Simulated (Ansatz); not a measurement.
Given:

AlRu:
```xyz
2
Lattice="3.0038 0.0000 0.0000 0.0000 3.0038 0.0000 0.0000 0.0000 3.0038" Properties=species:S:1:pos:R:3 pbc="T T T"
Ru     0.0000     0.0000     0.0000
Al     1.5019     1.5019     1.5019
```

This is the PBE-relaxed structure.

### Question
All from plane-wave PAW PBE (Ansatz code), unless another level is named. Predict the formation energy from the elements (no fitted shifts).

### Answer
-636 meV/atom.

### Question
Give the density of states at the Fermi level.

### Answer
0.83 states/eV per atom (mean over ±0.08 eV).

### Question
Next, the gap with spin–orbit coupling?

### Answer
none (metallic).

Space group Pm-3m (CsCl type). The PBE relaxation kept the symmetry of its start. No spin polarisation was allowed. The references are the lowest solids computed at this level, not always the standard phases. Spin–orbit coupling is left out wherever it is not named.

Potentials: the earlier of the program's two PAW sets.
